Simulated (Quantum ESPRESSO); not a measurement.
Inputs of pw.x and gipaw.x (a modified build of Quantum ESPRESSO, PBE) for LiCl; the starting potential comes from an earlier run on another mesh:

```
&CONTROL
  calculation = 'scf'
  prefix = 'x'
  pseudo_dir = './pseudo'
  outdir = './out'
  tprnfor = .true.
/
&SYSTEM
  ibrav = 0
  nat = 2
  ntyp = 2
  ecutwfc = 50
  ecutrho = 200
  occupations = 'fixed'
  nbnd = 5
/
&ELECTRONS
  conv_thr = 1e-11
  startingpot = 'file'
/
ATOMIC_SPECIES
Li 6.940 Li.GGA_PBE-JTH.UPF
Cl 35.450 Cl.GGA_PBE-JTH.UPF
CELL_PARAMETERS angstrom
    0.000000000000     2.542120000000     2.542120000000
    2.542120000000     0.000000000000     2.542120000000
    2.542120000000     2.542120000000     0.000000000000
ATOMIC_POSITIONS crystal
Li     0.000000000000     0.000000000000     0.000000000000
Cl     0.500000000000     0.500000000000     0.500000000000
K_POINTS automatic
5 5 5 1 1 1
```

```
&INPUTGIPAW
  job = 'nmr'
  prefix = 'x'
  tmp_dir = './out/'
  restart_mode = 'from_scratch'
  pawproj(1) = .true.
  pawproj(2) = .true.
  use_nmr_macroscopic_shape = .false.
/
```

The geometry is a computed Materials Project entry, not a measured one. It is LiCl in Fm-3m. Stability against distortions was not tested.

### Question
Predict the shielding tensors that the run ends with.

### Answer
```
     Total NMR chemical shifts in ppm: ---------------------------------------
     (adopting the Simpson convention for anisotropy and asymmetry)-----------

     Atom  1  Li  pos: (  0.000000  0.000000  0.000000)  Total sigma:          80.54
            80.5444         -0.0000         -0.0000
            -0.0000         80.5444         -0.0000
            -0.0000         -0.0000         80.5444

     Li      1    anisotropy:      0.00    eta:    0.0000
     Li      1    sigma_11=     80.54
     Li      1    sigma_22=     80.54
     Li      1    sigma_33=     80.54

     Atom  2  Cl  pos: (  0.707107  0.707107  0.707107)  Total sigma:         909.63
           909.6261          0.0000          0.0000
             0.0000        909.6261          0.0000
             0.0000          0.0000        909.6261

     Cl      2    anisotropy:      0.00    eta:    0.0000
     Cl      2    sigma_11=    909.63
     Cl      2    sigma_22=    909.63
     Cl      2    sigma_33=    909.63
```
The printed anisotropy is 3/2 (σ_33 − σ_iso) in the program's own order; the axes are left out here. All sites are cubic, so the anisotropy vanishes by symmetry. These are absolute shieldings with no macroscopic susceptibility term; δ = σ_ref − σ needs a reference computed alike. By our sweeps, such settings leave a few ppm in absolute σ. No d partial waves on Cl: the paramagnetic term there is incompletely reconstructed.
